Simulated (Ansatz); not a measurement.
Sb (diamond, space group No. 227) at seven volumes, PBE (plane waves, PAW; program Ansatz), scaled uniformly. One row is withheld.

```json
[
 {"V (Å³/atom)": "38.896", "P (GPa)": "3.54"},
 {"V (Å³/atom)": "40.178", "P (GPa)": "2.17"},
 {"V (Å³/atom)": "41.460", "P (GPa)": "1.00"},
 {"V (Å³/atom)": "42.743", "P (GPa)": "0.00"},
 {"V (Å³/atom)": "44.025", "P (GPa)": "-0.87"},
 {"V (Å³/atom)": "45.307", "P (GPa)": "-1.63"},
 {"V (Å³/atom)": "46.589", "P (GPa)": "?"}
]
```

Task: Fit the shown pressures and predict the withheld one.

Result: P = (3/2)B₀(x^(7/2) − x^(5/2))[1 + (3/4)(B′ − 4)(x − 1)] with x = (V₀/V)^(2/3). Least squares on the six rows gives V₀ = 42.736 Å³/atom, B₀ = 31.2 GPa, B′ = 3.94. At V = 46.589, x = 0.9441 and P = -2.27 GPa. The run itself gave -2.28 GPa.

Space group Fd-3m (diamond). The start of the workflow was typed in or built on a structure type; neither database checked (COD, Materials Project) lists it. It is not the phase usual at ambient conditions (space group No. 166). The cell was relaxed with PBE under the symmetry of its start; its stability against distortions is not shown here. Spin–orbit coupling is left out wherever it is not named.

Potentials: the earlier of the program's two PAW sets.
